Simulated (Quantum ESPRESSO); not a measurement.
# Planted mistakes on one cell of Hf2TiO4F4

The results below are calculated, not measured. They come from pw.x of Quantum ESPRESSO 7.5, a plane-wave density functional program, with PseudoDojo standard norm-conserving files (v0.5 for PBE, v0.4.1 for LDA and PBEsol). The cells are made up: elements, strain and atom displacements were drawn at random, and nothing was relaxed. There is no spin polarisation, spin-orbit coupling or dispersion term.

The hafnium file is less sure than the others, with forces about 3 percent (worst 6) and pressure in oxides about 1.5 GPa (worst 2.7) from a second method in checks, which no rerun with the same files tests.

The cell has 12 sites of a fluorite lattice. Sites 1 to 4 hold empty Hf Hf Ti; sites 5 to 12 hold O O F F O F F O. Cell vectors in Å: (4.962, 0.000, 0.000); (0.000, 4.962, 0.000); (0.000, 0.000, 4.962). Settings: PBE, cutoff 1143 eV, 5 x 5 x 5 k mesh shifted by half a step, Fermi-Dirac smearing of 0.025 eV.

The intended run has a self-consistency threshold of 1e-07 eV, a smearing term of 0.000 eV, a pressure of 2.47 GPa and 17 iterations. Each further run changes one thing: all lengths scaled by 0.9803; atoms of sites 10 and 12 exchanged; cutoff 655 eV; files of LDA; k mesh 2 x 2 x 2; one electron added; smearing 0.41 eV; threshold 0.04 eV. A coarse mesh keeps the shift, and a charged cell sits in a uniform background.

```
run,change of free energy (eV),smearing term -TS (eV),change of P (GPa),largest change of a force component (eV/Å),iterations
A,8.381,0.000,-15.14,0.455,17
B,-0.424,-1.068,1.31,0.984,15
C,0.634,0.000,1.10,3.703,17
D,-0.158,0.000,-0.38,0.060,16
E,0.010,0.000,-0.87,0.092,8
F,9.974,0.000,-62.13,0.178,16
G,0.393,0.000,13.48,0.487,16
H,11.414,-0.031,22.76,1.107,19
```

A rerun of the intended cell at 1437 eV and k mesh 7 x 7 x 7 moved values by no more than 0.003 eV in the cell's energy, 0.03 GPa in stress and 0.003 eV/Å in force.

Question: which change belongs to which run?

## Worked reading

Run E has the fewest iterations, as a run stopped early does. Run B has the largest smearing term, as wide smearing gives. Run F has a higher energy and the largest fall in pressure, as too small a basis gives. Run G changes the volume by a factor of 0.9421; minus its pressure change over the logarithm of that factor, 226 GPa, is a rough bulk modulus with clamped atoms. Energies from files of another functional, or of a charged cell, have another zero and say nothing on stability; the pressure of a charged cell rests on the program's zero of potential too.

## Key

| run | change |
| --- | --- |
| A | files of LDA |
| B | smearing 0.41 eV |
| C | atoms of sites 10 and 12 exchanged |
| D | k mesh 2 x 2 x 2 |
| E | threshold 0.04 eV |
| F | cutoff 655 eV |
| G | all lengths scaled by 0.9803 |
| H | one electron added |